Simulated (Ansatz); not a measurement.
AlAs (zinc blende)

```
CELL_PARAMETERS angstrom
      0.00000     2.86422     2.86422
      2.86422     0.00000     2.86422
      2.86422     2.86422     0.00000
ATOMIC_POSITIONS crystal
  As 0.75000 0.75000 0.75000
  Al 0.00000 0.00000 0.00000
```

E(V) scan at fixed shape, V₀ the volume above. Symmetry pins the atoms to their sites.

Method: PBE (plane waves to 420 eV, PAW, scalar-relativistic; Ansatz, a first-principles code). k mesh 10×10×10 (Γ-centred), Fermi-Dirac smearing 0.05 eV. Stress and pressure are positive under compression. AlAs was relaxed with its symmetry unable to fall.

At one point of the scan the stress tensor (GPa) is:

```
   -5.5      0.0      0.0
    0.0     -5.5      0.0
    0.0      0.0     -5.5
```

**Question.** Which point is it?
(A) V/V₀ = 1.133
(B) V/V₀ = 1.160
(C) V/V₀ = 1.053
(D) V/V₀ = 1.107

**Answer.** D, V/V₀ = 1.107

(Under strain, the slope of the energy per volume gives the stress and its curvature an elastic modulus.)
